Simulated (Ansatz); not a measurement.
Spin-resolved density of states of EuZn (Pm-3m)

Geometry: a structure as deposited in COD; nothing is relaxed.

Functional, mesh and filling: LDA, 9×9×9 k mesh, Fermi–Dirac smearing of 0.08 eV. LAPW is all-electron LAPW in Ansatz 0.2.0. Site moments are integrated in spheres about the atoms. DFT+U (Dudarev's form): U = 6.0 eV on Eu f.

The input and its command:

```yaml
crystal:
  lattice:
    - [3.808, 0.0, 0.0]
    - [0.0, 3.808, 0.0]
    - [0.0, 0.0, 3.808]
  atoms:
    - { symbol: Eu, position: [0.0, 0.0, 0.0], spin: 7.0 }
    - { symbol: Zn, position: [0.5, 0.5, 0.5] }
magnetization:
  spin_polarized: true
kpoints:
  mp_grid: { grid: [9, 9, 9] }
scf:
  occupations: { method: fermi_dirac, width: 0.08 }
hamiltonian:
  xc: lda
  pseudopotentials: { kind: all_electron, lapw: { basis_error: 0.001 } }
  hubbard: { sites: [{ species: Eu, l: f, u_eff: 6 }] }
output:
  forces: true
  stress: true
  eigenvalues: true
  hubbard: { sites: [{ species: Eu, l: f }] }
  populations: true
  dos: { projected: true, de: 0.1, e_range: [-10, 8] }
```

Command: `ansatz run input.yaml --threads 1 --pin off --max-ram 3072MiB --backend cpu --events-out ev --progress --plain --runs-dir out`

Task: Give the density of states by spin, smoothed by a Gaussian of 0.15 eV.

Result: 
```csv
E − E_F (eV),majority (states/eV/cell),minority (states/eV/cell)
-7.00,12.51,12.71
-6.70,1.81,2.03
-6.40,0.01,0.01
-6.10,0.05,0.01
-5.80,0.10,0.05
-5.50,0.14,0.09
-5.20,0.18,0.13
-4.90,0.23,0.17
-4.60,0.31,0.22
-4.30,0.49,0.30
-4.00,0.84,0.46
-3.70,0.63,0.87
-3.40,0.26,0.60
-3.10,0.09,0.23
-2.80,0.38,0.11
-2.50,10.30,0.05
-2.20,12.06,0.04
-1.90,0.69,0.09
-1.60,0.24,0.14
-1.30,0.37,0.21
-1.00,0.75,0.32
-0.70,1.00,0.67
-0.40,0.71,1.01
-0.10,0.57,0.73
0.20,0.73,0.54
0.50,1.09,0.63
0.80,0.77,0.74
1.10,0.41,0.82
1.40,0.53,0.61
1.70,1.48,0.43
2.00,1.21,0.53
2.30,1.01,1.34
2.60,1.06,1.36
2.90,0.74,1.12
3.20,0.72,1.04
3.50,1.13,0.55
3.80,0.81,0.43
4.10,0.78,0.81
4.40,0.75,1.07
```
Site moments (μB): Eu1 7.06, Zn2 0.04. Cell moment 7.21 μB.

Löwdin populations of d and f shells (filled inner shells left out):

```json
{"shell": "Eu1 5d", "up": "1.10", "down": "0.90"}
{"shell": "Eu1 4f", "up": "6.97", "down": "0.01"}
```

Further occupied bands lie below the window, the nearest with its top at -7.0 eV.

Spin–orbit coupling is left out although heavy atoms are present. With open f shells a run can end in a state that isn't the lowest. These are results for the start and cell typed. The real compound can order otherwise, in a larger cell, or not at all, since semilocal functionals at zero temperature often overstate magnetism.
